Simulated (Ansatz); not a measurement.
The start is a randomly generated symmetric cell of Y (space group No. 154). The cell and all atomic positions are relaxed at zero pressure with r2SCAN (plane waves to 500 eV, PAW, scalar-relativistic; Ansatz, a quantum-chemistry and plane-wave program). The first steps use a coarse 10×10×4 k-mesh.

Starting cell:
```yaml
crystal:
  lattice:
    - [3.59707, 0.00000, 0.00000]
    - [-1.79853, 3.11515, 0.00000]
    - [0.00000, 0.00000, 9.08317]
  atoms:
    - { symbol: Y, position: [0.21645, 0.00000, 0.66667] }
    - { symbol: Y, position: [0.00000, 0.21645, 0.33333] }
    - { symbol: Y, position: [0.78355, 0.78355, 0.00000] }
```

Task: Which atoms feel the largest initial force, and how large is it?

Result: 0.51 eV/Å, on Y1, Y2, Y3 (atoms numbered as listed).

Task: Does the structure survive the relaxation? Give the final space group.

Result: The space group goes from P3₂21 (No. 154) to Fm-3m (No. 225); the end is fcc (Cu type), with 1 atom in the primitive cell.

Task: By how much does the energy per atom fall from start to end?

Result: 0.10 eV/atom.

Task: How does the volume change?

Result: -2.1 %, from 33.93 to 33.21 Å³/atom.

Task: Give the final cell and atomic positions.

Result: 
Space group Fm-3m (No. 225); a = b = c = 5.1025 Å, α = β = γ = 90.00°

```json
[
 {"atom": "Y", "site": "4b", "symmetry": "m-3m", "x": "0.5000", "y": "0.5000", "z": "0.5000"}
]
```
(The calculation used a cell of 1 atom; values per cell refer to that cell.)

Final values are on a 16×16×16 k-mesh of the relaxed cell. No spin polarisation in the result.

The run could not lose the symmetry of its start, so the end can be a saddle point.

The relaxed structure here is a generated cell of Y: the first start was made by a random draw of sites in a space group, and the end was not matched to a known phase here, so it may be hypothetical. Known forms of Y include space group No. 194.
